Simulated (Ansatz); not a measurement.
Run on hcp Ru (0001), 4 layers: DFT, PBE, all-electron LAPW, scalar-relativistic (Ansatz 0.2.0). This run: field of 0.2 V/Å along the normal.

The slab is cut from a bulk crystal relaxed on PAW files (its atoms may have been relaxed since).

Command: `ansatz run input.yaml --threads 1 --pin off --max-ram 3584MiB --backend cpu --events-out ev --progress --plain --runs-dir out` It took 120 s on 1 thread of Intel(R) Xeon(R) Platinum 8259CL CPU @ 2.50GHz (Skylake/Cascade Lake), with other jobs on the host, peak memory 0.68 GiB.

```yaml
crystal:
  lattice:
    - [2.7207384563, 0.0, 0.0]
    - [-1.3603692281, 2.3562286202, 0.0]
    - [0.0, 0.0, 22.4441]
  atoms:
    - { symbol: Ru, position: [0.8333333333, 0.1666666667, 0.3595836581] }
    - { symbol: Ru, position: [0.1666666667, 0.8333333333, 0.4517987726] }
    - { symbol: Ru, position: [0.8333333333, 0.1666666667, 0.5482012274] }
    - { symbol: Ru, position: [0.1666666667, 0.8333333333, 0.6404163418] }
kpoints:
  mp_grid: { grid: [14, 14, 1] }
scf:
  occupations: { method: fermi_dirac, width: 0.08 }
hamiltonian:
  xc: pbe
  pseudopotentials: { kind: all_electron, lapw: { basis_error: 0.001 } }
output:
  forces: true
  stress: true
  eigenvalues: true
efield:
  axis: 3
  amplitude: 0.2
  dipole_correction: true
```

Output:

```
LAPW: plane waves up to 8.772 Å⁻¹, error target 1.0e-3 eV per atom; small_component_spin mean_spin; Ru in spheres of 1.299 Å, 32 of its electrons in bands, Dirac shells [] (how accurate: hamiltonian.pseudopotentials.lapw.basis_error, Limitations)
Engine: ansatz 0.2.0
Pseudopotentials: kind: all_electron
Pseudopotential: Ru, LAPW, valence charge 32, lapw/all_electron/scalar/gaussian/Ru, Koelling and Harmon's equation, gaussian nucleus
Functional definition: PBE
  parameter kappa = 0.804
  parameter beta = 0.06672455060314922
  exchange = pbe_x(kappa = kappa, mu = beta*pi^2/3)
  correlation = pbe_c(beta = beta)
Crystal: 4 atoms, lattice volume = 143.882 Å³
Basis set: ecut = 293.15125010976504 eV, 1623 PW (Γ), exchange–correlation at level 2
Bands: 77, of which v1, the nominal top of the filled ones, is band 64 counted from 1 (63 counted from 0)
Symmetry: 6 space group operations
k-points: 24 of 196 (time reversal used)
Non-local potential: Ru, projectors of the file, none
Initial density: superposition of atomic densities (neutral atoms: chi_scale 0, normalization atom, screened)
Initial wavefunctions: plane waves of lowest kinetic energy (no species holds an atomic orbital)
Functional: x = pbe(κ = 0.804, μ = 0.2195149727645171), c = pbe(β = 0.06672455060314922)
iter 1 solved again at ethr=3.83e-3 eV; its pass at ethr=1.00e-1 eV (dr2=4.91e0 eV) is discarded
SCF iter   1: F=—  HF=-493181.204501 eV  |F-HF|=—  |Δ(HF+E_count)|=         —  Δρ=3.66e-2  dr2=4.91e0  ethr=3.83e-3  p=0.068 e·Å  D=8.51e-2 V/Å  ΔV_dip=-1.91 eV  dr2_dipole=7.45e-3  V_vac-E_F(+/−)=6.84/4.85 eV  ⟨swp⟩=2.0  Hψ=11177  notcnv=0
efield: sawtooth ramp at fractional position 0.9500 (placed from the atoms, in the widest stretch of the axis that holds none; the zero of the levels goes with the place), width 0.1000; the density the first Hamiltonian is built on has a dipole p = 0.068 e·Å; the dipole correction subtracts the counter field D = 8.51e-2 V/Å, which shifts the + side's vacuum level by -1.91 eV against the − side's; the planar-averaged density in the ramp window peaks in size at 2.5e-6 e/Å³
preconditioner: auto → LDOS  [metal: Δε(μ)=0.006 eV  Ē_g=8.001 eV  σ=0.080 eV  W_gap=0.02  n_scr=24 (ndim 8)  ℏωp=17.5 eV  f_vac=0.580  D(μ)=4.75/eV (n_scr^D=16)  β→1.0]
SCF iter   2: F=—  HF=-493180.354570 eV  |F-HF|=—  |Δ(HF+E_count)|=   8.50e-1  Δρ=2.21e-2  dr2=2.09e0  ethr=3.83e-3  p=0.070 e·Å  D=8.80e-2 V/Å  ΔV_dip=-1.98 eV  dr2_dipole=1.18e-4  V_vac-E_F(+/−)=6.16/4.24 eV  ⟨swp⟩=3.0  Hψ=6032  notcnv=0
iter 3 solved again at ethr=1.38e-4 eV; its pass at ethr=1.63e-3 eV (dr2=1.77e-1 eV) is discarded
SCF iter   3: F=—  HF=-493178.722266 eV  |F-HF|=—  |Δ(HF+E_count)|=    1.63e0  Δρ=7.21e-3  dr2=1.77e-1  ethr=1.38e-4  p=0.070 e·Å  D=8.78e-2 V/Å  ΔV_dip=-1.97 eV  dr2_dipole=2.95e-4  V_vac-E_F(+/−)=6.18/4.25 eV  ⟨swp⟩=2.0  Hψ=9256  notcnv=0
SCF iter   4: F=—  HF=-493178.674892 eV  |F-HF|=—  |Δ(HF+E_count)|=         —  Δρ=2.14e-3  dr2=8.98e-3  ethr=1.38e-4  p=0.070 e·Å  D=8.82e-2 V/Å  ΔV_dip=-1.98 eV  dr2_dipole=2.25e-5  V_vac-E_F(+/−)=6.01/4.10 eV  ⟨swp⟩=3.0  Hψ=5891  notcnv=0
the basis was enlarged: its passes take 523.8 KiB over the memory plan, 1 of 1 planned eigensolver slots
SCF iter   5: F=—  HF=-493178.671552 eV  |F-HF|=—  |Δ(HF+E_count)|=   3.34e-3  Δρ=6.97e-4  dr2=6.72e-4  ethr=7.01e-6  p=0.070 e·Å  D=8.84e-2 V/Å  ΔV_dip=-1.99 eV  dr2_dipole=1.70e-6  V_vac-E_F(+/−)=5.96/4.05 eV  ⟨swp⟩=3.0  Hψ=5671  notcnv=0
SCF iter   6: F=—  HF=-493178.671983 eV  |F-HF|=—  |Δ(HF+E_count)|=   4.31e-4  Δρ=1.80e-4  dr2=8.15e-5  ethr=5.25e-7  p=0.070 e·Å  D=8.86e-2 V/Å  ΔV_dip=-1.99 eV  dr2_dipole=7.51e-9  V_vac-E_F(+/−)=5.92/4.01 eV  ⟨swp⟩=3.0  Hψ=5580  notcnv=0
SCF iter   7: F=—  HF=-493178.672010 eV  |F-HF|=—  |Δ(HF+E_count)|=   2.77e-5  Δρ=6.63e-5  dr2=1.71e-5  ethr=6.37e-8  p=0.070 e·Å  D=8.87e-2 V/Å  ΔV_dip=-1.99 eV  dr2_dipole=1.30e-8  V_vac-E_F(+/−)=5.90/4.00 eV  ⟨swp⟩=3.0  Hψ=5784  notcnv=0
SCF iter   8: F=—  HF=-493178.672014 eV  |F-HF|=—  |Δ(HF+E_count)|=   3.45e-6  Δρ=2.18e-5  dr2=2.80e-6  ethr=1.33e-8  p=0.071 e·Å  D=8.87e-2 V/Å  ΔV_dip=-1.99 eV  dr2_dipole=2.85e-9  V_vac-E_F(+/−)=5.89/3.99 eV  ⟨swp⟩=3.0  Hψ=5630  notcnv=0
SCF iter   9: F=-493178.672014 eV  HF=-493178.672014 eV  |F-HF|=8.15e-10  |Δ(HF+E_count)|=   4.46e-7  Δρ=3.77e-6  dr2=3.46e-8  ethr=2.19e-9  p=0.071 e·Å  D=8.87e-2 V/Å  ΔV_dip=-1.99 eV  dr2_dipole=3.47e-12  V_vac-E_F(+/−)=5.89/3.99 eV  ⟨swp⟩=3.0  Hψ=5841  notcnv=0
SCF 1 converged in 9 iterations: F = -493178.672014 eV  dr2 = 3.46e-8
SCF converged after 9 iterations
Free energy (F): -493178.672014 eV
Harris-Foulkes:  -493178.672014 eV  (|F-HF|=8.15e-10)
Internal energy: -493178.565352 eV  (E = F + TS)
E sigma→0 (E₀):  -493178.618683 eV
Entropy (-TS):   -0.106662 eV (-26.665 meV/atom)
Fermi energy:    6.681389 eV
Dipole field:    D = 0.088706 V/Å  (p = 0.070534 e·Å, saw-weighted, corrected)
Work function:   not extracted (applied field tilts the vacuum); planar V_es + V_field profile in the machine report
Levels:          The Fermi level and band energies are counted from a zero that moves with the ramp; work functions are not
--- Per-component energies (eV) ---
  E_band       = -22289.321647
  E_kinetic    = 512839.816258
  E_xc         = -14562.827757
  E_efield     = -0.010979  (sawtooth field / dipole correction)
  E_electrostatic = -991455.542874  (all electrons and nuclei)
  E_smearing   = -0.106662  (= −TS)
  E_closure    = 0.000000  (closes the sum)
  E_atoms      = -493143.775561  (free atoms, spherical and without spin; not in F)
  Σ components = -493178.672014   (vs F -493178.672014, Δ=0.00e0)
  Basis errors (estimates in eV, not in F): energy 3.1e-4 per atom: plane waves 2.8e-4 (1.6e-4 summed), levels above the bands 6.8e-51, relativity 6.5e-8, radial functions 3.5e-5, core shells 8.7e-8; eigenvalues (radial functions only) 6.3e-7; not estimated: angular momenta, meshes, grids; target (lapw.basis_error) 1.0e-3; muffin-tin radii Ru 1.299 Å
--- Forces (eV/Å), atoms counted from 1 ---
  atom   1  Ru     0.00000000    -0.00000000    -0.00296497
  atom   2  Ru     0.00000000    -0.00000000     0.00524600
  atom   3  Ru     0.00000000     0.00000000     0.00420969
  atom   4  Ru    -0.00000000     0.00000000    -0.00649367
  max |Σ_I F_I| component: 2.95e-6 eV/Å
--- Stress (GPa, compression-positive) ---
       -2.937718       0.000000      -0.000000
       -0.000000      -2.937718      -0.000000
       -0.000000      -0.000000      -0.011950
  P = ⅓ Tr σ = -1.9625 GPa (-19.625 kbar)
--- Band table (eV; the first three rows and the last of 24) ---
  k-point 0: bands = ["-437.2123", "-437.2074", "-437.1862", "-437.1862", "-437.1823", "-437.1823", "-436.7859", "-436.7859", "-436.7852", "-436.7852", "-436.7753", "-436.7749", "-263.2651", "-263.2630", "-263.2630", "-263.2604", "-263.2584", "-263.2584", "-263.2421", "-263.2421", "-263.2383", "-263.2383", "-262.8452", "-262.8452", "-262.8444", "-262.8444", "-262.8432", "-262.8430", "-262.8299", "-262.8299", "-262.8290", "-262.8290", "-66.5361", "-66.4465", "-66.0539", "-66.0517", "-36.9042", "-36.5078", "-36.1117", "-36.1117", "-36.0354", "-36.0354", "-35.9423", "-35.8106", "-35.6478", "-35.6478", "-35.6464", "-35.6464", "-0.8080", "0.3883", "0.7625", "1.0740", "3.8314", "3.8314", "3.9756", "3.9756", "4.1821", "4.2717", "4.5292", "4.5292", "4.6230", "4.6230", "4.9598", "5.8166", "5.8166", "6.7785", "6.7785", "6.8339", "7.6777", "7.6777", "7.8541", "7.8541", "7.9364", "11.0064", "12.0036", "12.6304", "14.0733"]
  k-point 1: bands = ["-437.2123", "-437.2074", "-437.1862", "-437.1862", "-437.1823", "-437.1823", "-436.7859", "-436.7859", "-436.7852", "-436.7852", "-436.7753", "-436.7749", "-263.2651", "-263.2630", "-263.2630", "-263.2604", "-263.2584", "-263.2584", "-263.2421", "-263.2421", "-263.2383", "-263.2383", "-262.8452", "-262.8452", "-262.8444", "-262.8444", "-262.8432", "-262.8430", "-262.8299", "-262.8299", "-262.8290", "-262.8290", "-66.5299", "-66.4421", "-66.0494", "-66.0473", "-36.8913", "-36.5086", "-36.1412", "-36.1223", "-36.0924", "-36.0428", "-35.9199", "-35.8190", "-35.6805", "-35.6764", "-35.6556", "-35.6540", "-0.6280", "0.5574", "0.9139", "1.2491", "3.6313", "3.8200", "3.9269", "3.9584", "4.0916", "4.2270", "4.4953", "4.6206", "4.6345", "4.7394", "5.0244", "5.7167", "5.7817", "6.4251", "6.6869", "6.7384", "7.0522", "7.6774", "7.9052", "8.2396", "9.1849", "11.1663", "12.1538", "12.7973", "14.2103"]
  k-point 2: bands = ["-437.2123", "-437.2074", "-437.1862", "-437.1862", "-437.1823", "-437.1823", "-436.7859", "-436.7859", "-436.7852", "-436.7852", "-436.7753", "-436.7749", "-263.2651", "-263.2630", "-263.2630", "-263.2604", "-263.2584", "-263.2584", "-263.2421", "-263.2421", "-263.2383", "-263.2383", "-262.8452", "-262.8452", "-262.8444", "-262.8444", "-262.8432", "-262.8430", "-262.8299", "-262.8299", "-262.8290", "-262.8290", "-66.5123", "-66.4301", "-66.0369", "-66.0351", "-36.8550", "-36.5196", "-36.2261", "-36.2027", "-36.1516", "-36.0638", "-35.8971", "-35.8522", "-35.7737", "-35.7453", "-35.6775", "-35.6753", "-0.1322", "0.9953", "1.2918", "1.7132", "3.1870", "3.4203", "3.5350", "4.0366", "4.2240", "4.3048", "4.3725", "4.7597", "4.8659", "4.9596", "5.0974", "5.3767", "5.8253", "5.8519", "6.4232", "6.6656", "7.3746", "7.6698", "8.0219", "9.1274", "10.4841", "11.6568", "12.5964", "13.3063", "14.6103"]
  k-point 23: bands = ["-437.2123", "-437.2074", "-437.1862", "-437.1862", "-437.1823", "-437.1823", "-436.7859", "-436.7859", "-436.7852", "-436.7852", "-436.7753", "-436.7749", "-263.2651", "-263.2630", "-263.2630", "-263.2604", "-263.2584", "-263.2584", "-263.2421", "-263.2421", "-263.2383", "-263.2383", "-262.8452", "-262.8452", "-262.8444", "-262.8444", "-262.8432", "-262.8430", "-262.8299", "-262.8299", "-262.8290", "-262.8290", "-66.3752", "-66.3668", "-65.9527", "-65.9525", "-36.7437", "-36.7263", "-36.6341", "-36.4942", "-36.4486", "-36.4250", "-36.1181", "-36.1122", "-36.0161", "-35.9982", "-35.8978", "-35.8833", "1.3710", "1.9417", "2.1607", "2.4397", "2.4817", "2.7946", "3.0492", "3.8582", "3.9044", "4.4539", "4.4592", "4.7554", "4.8180", "5.4913", "6.1784", "7.3232", "7.3416", "7.5023", "7.7860", "7.9460", "13.3444", "13.8022", "14.3380", "14.4713", "15.1655", "15.5857", "15.7533", "16.5109", "17.6910"]
```
